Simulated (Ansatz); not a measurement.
Starting cell, InP (zinc blende):

```
InP
1.0
    0.00000     5.95953     5.95953
    2.97977     0.00000     2.97977
    2.97977     2.97977     0.00000
P In
2 2
Direct
  0.37500   0.75000   0.75000
  0.87500   0.75000   0.75000
  0.00000   0.00000   0.00000
  0.50000   0.00000   0.00000
```

The atoms are displaced by Q × the pattern below (from a DFPT mode at L = (0.5, 0.0, 0.0), largest move 1; Q in Å), at fixed cell. (q is in reciprocal vectors of the primitive cell; the cell shown is doubled to hold the pattern.)

```json
[
 {"atom": "P1", "x": "0.577", "y": "-0.577", "z": "-0.577"},
 {"atom": "P2", "x": "-0.577", "y": "0.577", "z": "0.577"},
 {"atom": "In3", "x": "-0.036", "y": "0.036", "z": "0.036"},
 {"atom": "In4", "x": "0.036", "y": "-0.036", "z": "-0.036"}
]
```

These are PBE (plane waves to 420 eV, PAW, scalar-relativistic; Ansatz, a program for electronic structure) values and carry that method's errors. k mesh 5×10×10 (Γ-centred), Fermi-Dirac smearing 0.05 eV. The energy includes the smearing's −TS. InP was relaxed with its symmetry unable to fall. The zero of ΔE is the undisplaced structure.

```csv
Q (Å),ΔE (meV/cell)
-0.180,371
-0.120,163
-0.060,41
0.000,0
0.060,41
0.120,163
0.180,371
```

**Question.** Which DFPT wavenumber at L = (0.5, 0.0, 0.0) belongs to this mode?
A. 312 cm⁻¹
B. 158 cm⁻¹
C. 54 cm⁻¹

**Answer.** A, 312 cm⁻¹. The curvature of the scan gives 312 cm⁻¹

(A displaced cell: forces are minus the slopes of the energy, force constants its curvatures, and phonons follow from these.)
